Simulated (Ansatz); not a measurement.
**Run record: MnO**

MnO is taken as an experimental structure (space group Fm-3m, primitive cell doubled), 4 atoms in the cell. Source: COD entry 9006658; it may be a high-temperature, high-pressure or metastable form.

All numbers below come from Ansatz, DFT, PBE+U, PAW, plane waves, scalar-relativistic.

Input file:

```yaml
crystal:
  lattice:
    - [4.4459, 2.22295, 2.22295]
    - [2.22295, 4.4459, 2.22295]
    - [2.22295, 2.22295, 4.4459]
  atoms:
    - { symbol: Mn, position: [0.0, 0.0, 0.0], spin: 4.5 }
    - { symbol: Mn, position: [0.5, 0.5, 0.5], spin: 4.5 }
    - { symbol: O, position: [0.25, 0.25, 0.25] }
    - { symbol: O, position: [0.75, 0.75, 0.75] }
magnetization:
  spin_polarized: true
hamiltonian:
  xc: pbe
  pseudopotentials: { kind: paw }
  hubbard: { sites: [{ species: Mn, l: d, u_eff: 3.9 }] }
basis:
  ecutwfc: 420
kpoints:
  mp_grid: { grid: [8, 8, 8] }
scf:
  occupations: { method: gaussian, width: 0.05 }
  lower_state_search: "off"
output:
  forces: true
  stress: true
```

Program output, abridged:

```
basis.fft_grid_basis auto: the FFT boxes are laid along the combinations [[1, 0, -1], [0, 1, -1], [0, 0, 1]] of the cell's own vectors, 3.144, 3.144 and 5.445 Å long. The dense box has 24×24×40 points. Along the cell's own vectors, as sized, it would have 40×40×40, 2.78 times as many. [...]
Mn: projections on atomic orbitals take those of the free atom [Ne] 3s2 3p6 3d5 4s2, of charge +0.00 (hamiltonian.pseudopotentials.projection_atoms); the dataset's partial waves leave at most 9.0e-7 of an orbital's norm unspanned inside its sphere
O: projections on atomic orbitals take those of the free atom [He] 2s2 2p4, of charge +0.00 (hamiltonian.pseudopotentials.projection_atoms); the dataset's partial waves leave at most 1.9e-8 of an orbital's norm unspanned inside its sphere
Pseudopotentials: kind: paw
Pseudopotential: Mn, paw, valence charge 15, recommended cutoff 420 eV (normal), Mn.paw.azcp
Pseudopotential: O, paw, valence charge 6, recommended cutoff 420 eV (normal), O.paw.azcp
Functional definition: PBE
Crystal: 4 atoms, lattice volume = 43.939 Å³
Basis set: ecut = 420 eV, 845 PW (Γ), FFT grids on a1−a3, a2−a3, a3, exchange–correlation on 48×48×80 points (8 copies of the dense FFT grid, shifted against one another)
Bands: 31, of which v1, the nominal top of the filled ones, is band 21 counted from 1 (20 counted from 0)
Symmetry: 24 space group operations
Space group: Fm-3m (ITA 225), of the structure as read, at distance tolerance 3.5e-5 Å
Magnetic group: BNS 225.116 (UNI 1618), of the structure as read, at distance tolerance 3.5e-5 Å
k-points: 65 of 512
Non-local potential: Mn, projectors of the file, l = 0: 3, l = 1: 2, l = 2: 3, l = 3: 1
Non-local potential: O, projectors of the file, l = 0: 2, l = 1: 2, l = 2: 1
Initial density: superposition of atomic densities (chi_scale 0.1, normalization cell, long waves kept (reshape's long-wave potential 0.00 eV rms))
Starting moments: Σ|m| = 9 μB on 2 of 4 sites
Initial wavefunctions: pseudopotential atomic-orbital guess
Functional: x = pbe(κ = 0.804, μ = 0.2195149727645171), c = pbe(β = 0.06672455060314922)
SCF iter   1: F=—  HF=-8933.521132 eV  |F-HF|=—  |Δ(HF+E_count)|=         —  Δρ=1.27e-1 (↑1.27e-1 ↓6.88e-2)  dr2=1.07e1  dr2_m=1.20e0  M=9.909 μB ∫|m|=9.909 μB  β_m=0.30  ethr=3.10e-3  ⟨swp⟩=4.4  Hψ=13497  notcnv=0
preconditioner: auto → Kerker (q_TF=auto, 2.708 Å⁻¹)  [metal: Δε(μ)=0.017 eV  Ē_g=11.878 eV  σ=0.050 eV  W_gap=0.18  n_scr=16 (ndim 8)  ℏωp=28.6 eV  f_vac=0.000  D(μ)=1.13/eV (n_scr^D=2)]
spin=Collinear: Kerker preconditioning applied to the charge; magnetization (m = ρ↑ − ρ↓) channel mixes plain (no charge-response kernel on spin).
SCF iter   2: F=—  HF=-8931.508653 eV  |F-HF|=—  |Δ(HF+E_count)|=    2.01e0  Δρ=7.24e-2 (↑7.24e-2 ↓2.40e-2)  dr2=2.09e0  dr2_m=6.33e-1  M=10.000 μB ∫|m|=10.000 μB  β_m=0.30  ethr=3.10e-3  ⟨swp⟩=2.8  Hψ=8828  notcnv=0  defer=310
Mixer restart at iter 2: flushing history
preconditioner: auto → none  [insulator: Δε(μ)=0.605 eV  Ē_g=12.289 eV  σ=0.050 eV  W_gap=1.00  n_scr=16 (ndim 8)  ℏωp=28.6 eV  f_vac=0.000  D(μ)=0.00/eV (n_scr^D=0)  ε∞_Penn≈6.4]
spin-set hold released at iteration 2 (the charge has settled, or the pull on large starting moments outlasts its swing): the magnetisation degrees of freedom join the quasi-Newton model from the next iteration; the mixer history was flushed
SCF iter   3: F=—  HF=-8931.037193 eV  |F-HF|=—  |Δ(HF+E_count)|=   4.71e-1  Δρ=3.23e-2 (↑3.23e-2 ↓1.98e-2)  dr2=3.15e-1  dr2_m=2.07e-1  M=10.000 μB ∫|m|=10.000 μB  β_m=0.38  ethr=3.10e-3  ⟨swp⟩=3.0  Hψ=7527  notcnv=0  defer=310
SCF iter   4: F=—  HF=-8931.041805 eV  |F-HF|=—  |Δ(HF+E_count)|=   4.61e-3  Δρ=1.40e-2 (↑1.40e-2 ↓1.36e-2)  dr2=8.17e-2  dr2_m=4.69e-2  M=10.000 μB ∫|m|=10.000 μB  β_m=0.42  ethr=7.50e-4  ⟨swp⟩=2.6  Hψ=6947  notcnv=0  defer=309
SCF iter   5: F=—  HF=-8931.054496 eV  |F-HF|=—  |Δ(HF+E_count)|=   1.27e-2  Δρ=5.07e-3 (↑3.49e-3 ↓5.07e-3)  dr2=5.55e-3  dr2_m=5.27e-3  M=10.000 μB ∫|m|=10.000 μB  β_m=0.47  ethr=1.95e-4  ⟨swp⟩=2.5  Hψ=6346  notcnv=0  defer=309
SCF iter   6: F=—  HF=-8931.062344 eV  |F-HF|=—  |Δ(HF+E_count)|=   7.85e-3  Δρ=1.08e-3 (↑2.73e-4 ↓1.08e-3)  dr2=3.56e-4  dr2_m=1.40e-4  M=10.000 μB ∫|m|=10.000 μB  β_m=0.74  ethr=1.32e-5  ⟨swp⟩=2.0  Hψ=6598  notcnv=0  defer=297
SCF iter   7: F=—  HF=-8931.062767 eV  |F-HF|=—  |Δ(HF+E_count)|=   4.23e-4  Δρ=1.52e-4 (↑1.16e-4 ↓1.52e-4)  dr2=2.78e-5  dr2_m=2.01e-6  M=10.000 μB ∫|m|=10.000 μB  β_m=0.71  ethr=8.48e-7  ⟨swp⟩=2.5  Hψ=5825  notcnv=0  defer=297
SCF iter   8: F=—  HF=-8931.062758 eV  |F-HF|=—  |Δ(HF+E_count)|=   8.30e-6  Δρ=2.54e-5 (↑2.54e-5 ↓1.39e-5)  dr2=1.00e-7  dr2_m=1.25e-7  M=10.000 μB ∫|m|=10.000 μB  β_m=0.86  ethr=6.61e-8  ⟨swp⟩=2.2  Hψ=5092  notcnv=0  defer=297
SCF iter   9: F=-8931.062759 eV  HF=-8931.062759 eV  |F-HF|=1.98e-9  |Δ(HF+E_count)|=   2.48e-7  Δρ=3.82e-6 (↑2.32e-6 ↓3.82e-6)  dr2=7.54e-9  dr2_m=2.01e-9  M=10.000 μB ∫|m|=10.000 μB  ethr=2.38e-10  ⟨swp⟩=3.9  Hψ=11110  notcnv=0
SCF 1 converged in 9 iterations: F = -8931.062759 eV  dr2 = 7.54e-9
  greatest PAW one-centre occupation: 1.004 electrons in one spin orbital (limit 2), on the Mn atom at site 1 (counted from 0), in its partial waves of l = 1
SCF converged after 9 iterations
Magnetization: 10.0000 μB (26.0000 up, 16.0000 down)
Absolute magnetization: 10.0000 μB (∫|ρ↑−ρ↓|, with the PAW one-centre terms)
Spin contamination: 0.0098 ħ² per cell (⟨S²⟩ above its minimum at these occupations)
Per-site moments (μB) at R_I (Å): [(4.2768, 0.9169), (4.2768, 0.9169), (0.1818, 0.9169), (0.1818, 0.9169)]
Free energy (F): -8931.062759 eV
Harris-Foulkes:  -8931.062759 eV  (|F-HF|=1.98e-9)
Internal energy: -8931.062727 eV  (E = F + TS)
E sigma→0 (E₀):  -8931.062743 eV
Entropy (-TS):   -0.000032 eV (-0.008 meV/atom)
Fermi energy:    12.869114 eV
--- Per-component energies (eV) ---
  E_band       = -512.766588
  E_kinetic    = 947.774533
  E_local      = -4463.552506  (includes V_loc(G=0)·N_el)
  E_nonlocal   = 607.429706
  E_hartree    = 1789.445081
  E_xc         = -369.360968
  E_vxc        = -471.845168  (∫ρ·V_xc dr)
  E_hubbard    = 1.032224  (on-site DFT+U / exact-exchange correction)
  E_vhub       = -18.426719  (the Hubbard potential's part of the band-sum identity)
  E_paw        = -2932.749126  (= ΣΔE_a)
  E_vpaw       = -693.044513  (= ΣTr[D̂ρ^β])
  E_aug_tail   = 0.004831  (compensation charges beyond the density's cutoff)
  E_ewald      = -4511.086502
  E_smearing   = -0.000032  (= −TS)
  E_closure    = 0.000000  (closes the sum)
  Σ components = -8931.062759   (vs F -8931.062759, Δ=0.00e0)
--- Forces (eV/Å), atoms counted from 1 ---
  atom   1  Mn     0.00000000     0.00000000     0.00000000
  atom   2  Mn     0.00000000    -0.00000000     0.00000000
  atom   3  O      0.00000000    -0.00000000     0.00000000
  atom   4  O      0.00000000     0.00000000    -0.00000000
  max |Σ_I F_I| component: 8.80e-27 eV/Å
--- Stress (GPa, compression-positive) ---
        9.318374      -0.000364      -0.000364
       -0.000364       9.318374      -0.000364
       -0.000364      -0.000364       9.318374
  P = ⅓ Tr σ = 9.3184 GPa (93.184 kbar)
```

Among 15 converged runs of this cell from various starts and settings, this end is 39.2 meV/atom above the lowest found (antiferromagnetic, site moments Mn1 4.23, Mn2 -4.23 μB, total 0.00 μB per cell, a gap of 1.76 eV on the k-mesh).

A static U favours moments and orbital order; the result depends on U and need not be the measured state.

The run took 5.6 s on 2 threads of x86-64 server CPU (shared host), peak memory 0.52 GiB.
